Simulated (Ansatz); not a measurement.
The relaxed structure here is a generated cell of Pt: the first start was made by placing the elements on the sites of a structure type, and the end was not matched to a known phase here, so it may be hypothetical. Known forms of Pt include space group No. 225.

A relaxed cell of Pt (P6₃/mmc (No. 194)), relaxed on a k-mesh at least as fine as the one used below. Method: PBEsol (plane waves to 420 eV, PAW, scalar-relativistic; Ansatz, a quantum-chemistry and plane-wave program). Γ-centred k-mesh 14×14×7 on the run's cell (coarser than for final values), Fermi–Dirac smearing 0.05 eV.

```
CELL_PARAMETERS angstrom
      2.72779     0.00000     0.00000
     -1.36390     2.36234     0.00000
      0.00000     0.00000     4.69806
ATOMIC_POSITIONS crystal
  Pt 0.33333 0.66667 0.25000
  Pt 0.66667 0.33333 0.75000
```

The atoms are displaced along an unstable phonon of this cell by (Å):

| atom | ux | uy | uz |
|---|---|---|---|
| Pt1 | 0.000 | 0.150 | 0.000 |
| Pt2 | 0.000 | -0.150 | 0.000 |

Question: What forces (eV/Å) and pressure result?

Answer: 
| atom | Fx | Fy | Fz |
|---|---|---|---|
| Pt1 | 0.00 | -0.26 | 0.00 |
| Pt2 | 0.00 | 0.26 | 0.00 |

Pressure +1.3 GPa.

No spin polarisation in the result.

The run that gave the undisplaced cell could not lose the symmetry of its start: the end is stationary, and may be a saddle point rather than a minimum.
